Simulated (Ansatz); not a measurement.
Relaxed-ion elastic tensor of BeS (zinc blende, F-43m) in GPa (Voigt order), r²SCAN in the plane-wave PAW code Ansatz; density 2.36 g/cm³, 14.42 Å³ per atom.

```
 165  63.9  63.9   0.0   0.0   0.0
63.9   165  63.9   0.0   0.0   0.0
63.9  63.9   165   0.0   0.0   0.0
 0.0   0.0   0.0  87.3   0.0   0.0
 0.0   0.0   0.0   0.0  87.3   0.0
 0.0   0.0   0.0   0.0   0.0  87.3
```

**Question.** Is the crystal mechanically stable?

**Answer.** Yes: the smallest eigenvalue of C is 87.3 GPa.

**Question.** Work out the Voigt, Reuss and Hill averages.

**Answer.** K_V = 97.5, K_R = 97.5, K_H = 97.5; G_V = 72.5, G_R = 67.5, G_H = 70.0 GPa.

**Question.** Give Young's modulus, Poisson's ratio, Pugh's ratio and the universal anisotropy index.

**Answer.** E = 9KG/(3K + G) = 170 GPa; ν = 0.21; K/G = 1.39 (brittle by the Pugh limit of 1.75); A_U = 5G_V/G_R + K_V/K_R − 6 = 0.37.

**Question.** Estimate the sound speeds and the Debye temperature.

**Answer.** v_l = √((K + 4G/3)/ρ) = 8990 m/s, v_t = √(G/ρ) = 5440 m/s, mean 6020 m/s; Θ = (h/k)(3n/4πV)^(1/3) v_m = 736 K.

**Question.** Give the Zener ratio and Young's modulus along [100], [110] and [111].

**Answer.** A = 2C44/(C11 − C12) = 1.73; 1/E = S11 − 2(S11 − S12 − S44/2)Γ with Γ = 0, 1/4, 1/3 gives 129, 177, 202 GPa.

Symmetry was held in the r²SCAN relaxation.

Potentials: the earlier of the program's two PAW sets. The files were generated under PBE; for other functionals the program regenerates the frozen cores, and for LDA and PBEsol the local potential too.
